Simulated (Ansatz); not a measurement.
Total density of states per atom from DFT-PBEsol in the program Ansatz with PAW potentials, in 0.25 eV bins, energy from the Fermi level:

| E (eV) | states/eV/atom |
|---|---|
| -7.85 | 0.03 |
| -7.60 | 0.05 |
| -7.35 | 0.06 |
| -7.10 | 0.08 |
| -6.85 | 0.09 |
| -6.60 | 0.13 |
| -6.35 | 0.55 |
| -6.10 | 1.12 |
| -5.85 | 1.42 |
| -5.60 | 1.64 |
| -5.35 | 1.33 |
| -5.10 | 1.15 |
| -4.85 | 0.90 |
| -4.60 | 1.51 |
| -4.35 | 1.16 |
| -4.10 | 1.27 |
| -3.85 | 1.43 |
| -3.60 | 1.04 |
| -3.35 | 0.59 |
| -3.10 | 1.57 |
| -2.85 | 1.78 |
| -2.60 | 1.22 |
| -2.35 | 1.79 |
| -2.10 | 1.40 |
| -1.85 | 1.43 |
| -1.60 | 1.66 |
| -1.35 | 1.28 |
| -1.10 | 0.97 |
| -0.85 | 0.92 |
| -0.60 | 0.88 |
| -0.35 | 0.85 |
| -0.10 | 0.79 |
| 0.15 | 0.77 |
| 0.40 | 0.81 |
| 0.65 | 0.95 |
| 0.90 | 1.20 |
| 1.15 | 1.41 |
| 1.40 | 1.79 |
| 1.65 | 1.96 |
| 1.90 | 1.03 |
| 2.15 | 0.26 |
| 2.40 | 0.25 |
| 2.65 | 0.25 |
| 2.90 | 0.25 |
| 3.15 | 0.25 |
| 3.40 | 0.25 |
| 3.65 | 0.25 |
| 3.90 | 0.26 |
| 4.15 | 0.24 |
| 4.40 | 0.23 |
| 4.65 | 0.23 |

Q: Which of these materials gives this?
(A) Eu, bcc (W type)
(B) Ru, hcp (Mg type)
(C) Os, hcp (Mg type)
(D) Rb, bcc (W type)

A: B, Ru, hcp (Mg type). Within 0.5 eV of the Fermi level: Ru 4d 93 %. Projections are on Löwdin-orthogonalised atomic valence shells; empty p or d shells of many metals are not among them.

Space group P6_3/mmc (hcp (Mg type)). The cell was relaxed with PBEsol under the symmetry of its start. No spin polarisation was allowed. Spin–orbit coupling is left out wherever it is not named.

Potentials: the later of the program's two PAW sets.
